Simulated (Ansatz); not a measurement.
C in space group P6/mmm (No. 191; C on 6j, C on 6j, C on 6j) at seven volumes, plane-wave PAW r²SCAN+D4 (Ansatz code), shape and atoms relaxed at each. One row is withheld.

| V (Å³/atom) | P (GPa) |
|---|---|
| 14.010 | 2.19 |
| 14.472 | 1.27 |
| 14.934 | 0.56 |
| 15.396 | 0.00 |
| 15.858 | -0.36 |
| 16.320 | -0.58 |
| 16.782 | ? |

**Question.** Fit the shown pressures and predict the withheld one.

**Answer.** P = (3/2)B₀(x^(7/2) − x^(5/2))[1 + (3/4)(B′ − 4)(x − 1)] with x = (V₀/V)^(2/3). Least squares on the six rows gives V₀ = 15.422 Å³/atom, B₀ = 14.4 GPa, B′ = 10.42. At V = 16.782, x = 0.9452 and P = -0.76 GPa. The run itself gave -0.69 GPa.

The start of the workflow was typed in or built on a structure type; the Crystallography Open Database copy checked does not list it. It is not the phase usual at ambient conditions (space group No. 194, 227). The cell was relaxed with r²SCAN+D4 under the symmetry of its start; whether a distortion lowers the energy is not shown.

Potentials: the later of the program's two PAW sets.
